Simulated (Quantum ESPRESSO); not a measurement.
# Where does B sit best among Si sites?

The results below are calculated, not measured. They come from pw.x of Quantum ESPRESSO 7.5, a plane-wave density functional program, with PseudoDojo standard norm-conserving files (v0.5 for PBE, v0.4.1 for LDA and PBEsol). The cells are made up: elements, strain and atom displacements were drawn at random, and nothing was relaxed. There is no spin polarisation, spin-orbit coupling or dispersion term.

The cell has 8 sites of a zincblende or diamond lattice. Sites 1 to 4 hold X X X X; sites 5 to 8 hold C C C C. Cell vectors in Å: (4.397, 0.000, 0.000); (0.000, 4.397, 0.000); (0.000, 0.000, 4.397). Settings: PBE, cutoff 1116 eV, 6 x 6 x 6 k mesh shifted by half a step, Fermi-Dirac smearing of 0.1 eV.

In each run one of the sites marked X holds B and the others hold Si; cell and positions stay the same. E is the free energy of the cell.

| site of the guest | first shell | mean distance (Å) | E above the lowest (eV) | P (GPa) | force on the guest (eV/Å) |
| --- | --- | --- | --- | --- | --- |
| 1 | C4 | 1.903 | 0.170 | -12.66 | 0.840 |
| 2 | C4 | 1.941 | 0.240 | -11.56 | 1.076 |
| 3 | C4 | 1.881 | 0.000 | -13.45 | 1.011 |
| 4 | C4 | 1.907 | 0.331 | -12.03 | 1.193 |

A rerun of one of these cells at 1347 eV and k mesh 8 x 8 x 8 moved values by no more than 0.006 eV in the cell's energy, 0.15 GPa in stress and 0.014 eV/Å in force.

## Reading the table

Site 3 is lowest, by 0.170 eV, over three times the rerun's bound. A straight line of energy against the mean distance has a slope of 3.7 ± 3.1 eV/Å, so these few sites cannot settle whether the distance sets the order. The positions are random and not relaxed, so the differences hold for this frozen cell and are not site preferences of a real crystal.